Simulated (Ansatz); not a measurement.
This guess for GaCuC₄N₄ is about to be relaxed.

Space group P-43m (No. 215). a = 5.858 Å, b = 5.858 Å, c = 5.858 Å, α = 90.00°, β = 90.00°, γ = 90.00°
```
atom  site  symmetry       x       y       z
  Ga    1a      -43m  0.0000  0.0000  0.0000
  Cu    1b      -43m  0.5000  0.5000  0.5000
   C    4e       .3m  0.1869  0.1869  0.1869
   N    4e       .3m  0.3022  0.3022  0.3022
```

All numbers below come from Ansatz 0.2.0, DFT PBE, scalar-relativistic, plane waves, PAW. Cutoff 420 eV, Gaussian smearing, Γ-centred meshes. Cell and atoms relax first on a coarse mesh and then on a converged one. In between, the cell is made exact in the group found at 0.06 Å. The steps can't lower the symmetry of their start. Collinear spin, starting moments Cu 1.0 μB; they died out on the coarse mesh, so the last step has no spin.

A guess keeps its type if space group and coordination stay and the shape of the cell changes little (axis ratios within about 15 %, angles within 6°); the volume may change.

Q: Does it keep its structure type, or change into something else?

A: It keeps its type. The symmetry stays P-43m (No. 215). The volume per atom stays near 20.2 Å³. The shortest distance goes from 1.17 Å (C–N) to 1.16 Å (C–N). Counting neighbours within 15 % of an atom's shortest distance, the start has C 1, Cu 4, Ga 4, N 1 and the end C 1, Cu 4, Ga 4, N 1.

The last run used a 4×4×4 mesh for its 10-atom cell and Gaussian smearing of 0.02 eV. A later test with randomly moved atoms came back to the same energy, though modes that don't fit the test's cell weren't probed. Another cell of GaCuC4N4 relaxed alike, in P-43m, lies 47 meV/atom lower, so this cell isn't the stable form at this level.
